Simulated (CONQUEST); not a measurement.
A self-consistent single point of Te2Mo (P6_3/mmc, 12 atoms in the cell; from Materials Project mp-602, changed as shown).

```xyz
12
Lattice="3.4943 0.0000 0.0000 0.0000 6.0524 0.0000 0.0000 0.0000 14.3548" Properties=species:S:1:pos:R:3 pbc="T T T"
Te     0.0000     2.0175     9.0122
Te     1.7472     1.0087     5.3426
Te     1.7472     1.0087     1.8348
Te     0.0000     2.0175    12.5200
Te     1.7472     5.0436     9.0122
Te     0.0000     4.0349     5.3426
Te     0.0000     4.0349     1.8348
Te     1.7472     5.0436    12.5200
Mo     0.0000     2.0175     3.5887
Mo     1.7472     1.0087    10.7661
Mo     1.7472     5.0436     3.5887
Mo     0.0000     4.0349    10.7661
```

Level of theory: PBE, numerical atomic orbitals double-zeta with polarisation (the shipped basis), PseudoDojo norm-conserving potentials made for PBE in CONQUEST.

CONQUEST settings:

```
key                                             value
---------------------  ------------------------------
basis                                             DZP
Diag.MPMeshX, Y, Z                              6 4 2
potentials             PseudoDojo norm-conserving PBE
Grid.GridCutoff                                175 Ha
DM.SolutionMethod                              diagon
Diag.kT                                   0.000367 Ha
Diag.GammaCentred                                true
minE.SCTolerance                              1.0e-06
SC.MaxIters                                       100
SC.LinearMixingFactor                             0.3
SC.KerkerPreCondition                            true
SC.KerkerFactor                            0.1 1/bohr
AtomMove.TypeOfRun                             static
```

Results:

- Number of valence electrons = 184
- Number of bands = 220
- Number of k-points after the program's reduction = 41
- Size of the basis = 220
- Number of SCF iterations = 8
- FFT grid = 40 × 72 × 180
- Free energy E − TS = -30474.1169 eV
- Top of the valence band (on the code's own zero) = -4.83 eV
- Gap on the k-point mesh = 0.95 eV
- Pressure = 10.34 GPa
- Largest force (vector length) = 1.636 eV/Å

Forces (eV/Å):
| atom | Fx | Fy | Fz |
|---|---|---|---|
| Te1 | -0.001 | 0.000 | -1.636 |
| Te2 | -0.001 | 0.000 | 1.636 |
| Te3 | -0.001 | 0.000 | -1.636 |
| Te4 | -0.001 | 0.000 | 1.636 |
| Te5 | -0.001 | 0.000 | -1.636 |
| Te6 | -0.001 | 0.000 | 1.636 |
| Te7 | -0.001 | 0.000 | -1.636 |
| Te8 | -0.001 | 0.000 | 1.636 |
| Mo9 | -0.007 | 0.001 | 0.000 |
| Mo10 | -0.007 | -0.001 | 0.000 |
| Mo11 | -0.007 | 0.001 | 0.000 |
| Mo12 | -0.007 | -0.001 | 0.000 |

Stress (GPa, positive for compression):
```
 9.36   0.00   0.00
 0.00   9.15   0.00
 0.00   0.00  12.52
```

Gaps are taken between levels on the mesh.

For comparison: a first run was changed to give this one (lattice scaled by 0.98), and from it to this one the free energy rises by 64.2 meV/atom, the pressure goes from 3.11 to 10.34 GPa, the largest force goes from 0.599 to 1.636 eV/Å and the gap on the mesh goes from 0.919 to 0.948 eV.

Spin-orbit coupling is left out, which matters for bands and gaps with elements this heavy. The program uses no crystal symmetry, so grid and mesh can part values that symmetry would make equal. The atom-centred basis is finite, which shifts total energies, pressures, gaps and forces against plane waves. Forces above 1 eV/Å remain at this geometry, of which the finite basis can carry a part. The structure comes from a collection of computed structures, made at another level of theory; the collection holds predicted forms beside known ones.

Cost on one core: roughly 2.4 core-minutes.
